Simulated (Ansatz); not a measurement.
# ScIn: pressure against volume

ScIn, P4/mmm, a = 3.192 Å, c = 4.370 Å. The structure is a Materials Project entry; whether it is the stable form wasn't checked. Ansatz: r2SCAN, PAW, 500 eV, Γ-centred 14×14×10 mesh on 2 atoms, Gaussian smearing 0.10 eV; collinear spin, largest moment 0.4 μB. Shape and atoms are relaxed at each volume; pressure is positive in compression.

```tsv
V (Å³/atom)	P (GPa)
20.922	5.08
21.589	?
22.257	0.00
22.925	-1.99
23.592	-3.69
```

Question: Take V0 = 22.257 Å³/atom, fit the third-order Birch–Murnaghan form to the other rows, and predict the missing pressure.

Answer: With the Eulerian strain f = ½[(V0/V)^(2/3) − 1] and y = P/[3f(1 + 2f)^(5/2)], the form is the line y = B0 + 1.5 B0 (B0′ − 4) f. Rows (f, y): 0.02105, 72.6; -0.00976, 71.4; -0.01904, 71.2. Means f = -0.002583, y = 71.733; Σ(Δf)² = 0.0008809, ΣΔfΔy = 0.03165; the slope is their ratio. y = 71.83 + 35.93 f GPa, so B0 = 71.8 GPa and B0′ = 4 + 2 × (35.93)/(3 × 71.83) = 4.33. At V = 21.589, f = 0.01026, y = 72.20 and P = 2.34 GPa. The run gave 2.34 GPa, the same to the digits shown.

The state reached may not be the lowest one.